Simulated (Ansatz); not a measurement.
## PbF2: all-electron results

```yaml
crystal:
  lattice:
    - [0.00000, 2.96985, 2.96985]
    - [2.96985, 0.00000, 2.96985]
    - [2.96985, 2.96985, 0.00000]
  atoms:
    - { symbol: Pb, position: [0.00000, 0.00000, 0.00000] }
    - { symbol: F, position: [0.25000, 0.25000, 0.25000] }
    - { symbol: F, position: [0.75000, 0.75000, 0.75000] }
```

Atoms are numbered in the order listed.

The cell comes from COD entry 9014557, which wasn't checked; take it as a given geometry.

Spin–orbit coupling is left out, though it moves levels of the heavy atoms by tenths of an eV or more.

Methods: DFT, LDA, all-electron LAPW, scalar-relativistic (Ansatz 0.2.0); DFT, LDA, PAW with Ansatz's default frozen-core files, scalar-relativistic (Ansatz 0.2.0).

For LAPW: a Γ-centred 7×7×7 k mesh, Fermi–Dirac smearing of 0.03 eV, basis error target 0.5 meV/atom, no spin polarisation. PAW takes a cutoff of 420 eV at this cell (files made with PBE, cores remade for this functional). The Ansatz runs share mesh, smearing and spin set-up. Values come from LAPW unless marked.

| Property | Result |
| --- | --- |
| Bader charges (from the PAW run) | Pb1 +1.55, F2 -0.78 e |
| Volume per atom | 17.46 Å³ |

(1) Give the computed value. Band gap.

(2) Give the computed value. Smallest direct gap on the path.

(3) Predict this quantity. Löwdin charges (with 0.08 e of the cell spilling out of the atomic basis, so their sizes and signs hang on that basis).

(4) Give the computed value. Pressure at this cell.

Results:

(1) 4.25 eV, indirect from W (0.5, 0.25, 0.75) to X (0.5, 0, 0.5).

(2) 4.41 eV.

(3) Pb1 1.08, F2 -0.50 e.

(4) -4.90 GPa.
